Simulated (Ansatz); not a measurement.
In PBE (plane waves, PAW; program Ansatz), AlInN₂ in the trigonal phase (P3m1; In on 1b, N on 1b, Al on 1c, N on 1c) relaxes to a = 3.336 Å, c = 5.500 Å. In has 4 nearest neighbours from 2.11 Å (tetrahedral); N on 1b has 4 nearest neighbours from 2.00 Å (tetrahedral); Al has 4 nearest neighbours from 1.88 Å (tetrahedral). Its formation energy from the elements is -0.49 eV/atom, with no fitted shifts.

It is gapped at this level: 0.89 eV (direct). The valence maximum lies at Γ and the conduction minimum at Γ. Gap from PBE with spin–orbit coupling: 0.88 eV. The electron mass is 0.13, 0.13, 0.15 mₑ (principal values).

The bulk modulus is 150 GPa.

The start of the workflow was typed in or built on a structure type; neither database checked (COD, Materials Project) lists it. Whether it is the stable phase at ambient conditions was not checked. Symmetry was held in the PBE relaxation; whether a distortion lowers the energy is not shown. The references are the lowest solids computed at this level, not always the standard phases (solids in place of the gases). Spin–orbit coupling is left out wherever it is not named.

Potentials: the earlier of the program's two PAW sets.
